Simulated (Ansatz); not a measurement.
Problem. Name crystals whose computed values (r²SCAN in the plane-wave PAW code Ansatz) fall in these windows: G_Hill (GPa) 25 to 30; Θ_D (K) 200 to 280; highest Γ mode, no LO–TO term (cm⁻¹) 140 to 180.

Solution. 

| crystal | G_Hill (GPa) | Θ_D (K) | highest Γ mode, no LO–TO term (cm⁻¹) |
|---|---|---|---|
| ZrCu, CsCl type | 27.4 | 250 | 157 |
| Ag, dhcp (α-La type) | 27.9 | 213 | 166 |
| BaS, rock salt | 25.9 | 254 | 146 |
Others may fit too.

Not the usual ambient phase: Ag, dhcp (α-La type). Standing as an ambient phase not checked: ZrCu, CsCl type. All cells were relaxed under the symmetry of their starts (and spin orders); stability against distortions was not tested throughout. Rows with no word on spin ran without spin polarisation. Spin–orbit coupling is left out wherever it is not named.

Potentials: the later of the program's two PAW sets.
